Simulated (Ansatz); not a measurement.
A geometry of Ba away from equilibrium: step 2 of the relaxation of a generated cell, Ba built in the AFLOW prototype A_hP3_152_a (A8, as in Se). Computed with r2SCAN (plane waves to 500 eV, PAW, scalar-relativistic; Ansatz, an electronic-structure program). Γ-centred k-mesh 7×7×5 on the run's cell (coarser than for final values), Fermi–Dirac smearing 0.05 eV. The plane waves were selected for a different cell earlier on the path.

```
Ba
1.0
    5.68879     0.00000     0.00000
   -2.84440     4.92664     0.00000
    0.00000     0.00000     6.54825
Ba
3
Direct
  0.25875   0.00000   0.83333
  0.00000   0.25875   0.16667
  0.74125   0.74125   0.50000
```

Task: What forces act on the atoms (eV/Å)?

Result: 
| atom | Fx | Fy | Fz |
|---|---|---|---|
| Ba1 | 1.07 | 0.00 | 0.00 |
| Ba2 | -0.53 | 0.92 | 0.00 |
| Ba3 | -0.53 | -0.92 | 0.00 |

The path ends in Im-3m (No. 229) (bcc (W type)). No spin polarisation in the result.

The run could not lose the symmetry of its start.
